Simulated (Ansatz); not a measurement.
TiO2:
```
CELL_PARAMETERS angstrom
     -1.88894     1.88894     4.79178
      1.88894    -1.88894     4.79178
      1.88894     1.88894    -4.79178
ATOMIC_POSITIONS crystal
  Ti 0.50000 0.50000 0.00000
  Ti 0.25000 0.75000 0.50000
  O  0.29272 0.29272 0.00000
  O  0.04272 0.54272 0.50000
  O  0.45728 0.95728 0.50000
  O  0.70728 0.70728 0.00000
```

This is the r²SCAN-relaxed structure.

Q: All from DFT-r²SCAN in the program Ansatz with PAW potentials, unless another level is named. Estimate the Young's modulus.

A: 168 GPa.

Q: Next, the highest zone-centre frequency (without LO–TO term)?

A: 631 cm⁻¹.

Space group I4_1/amd (anatase). The cell was relaxed with r²SCAN under the symmetry of its start; of distortions, only those at the zone centre were tested. No spin polarisation was allowed.

Potentials: the later of the program's two PAW sets.
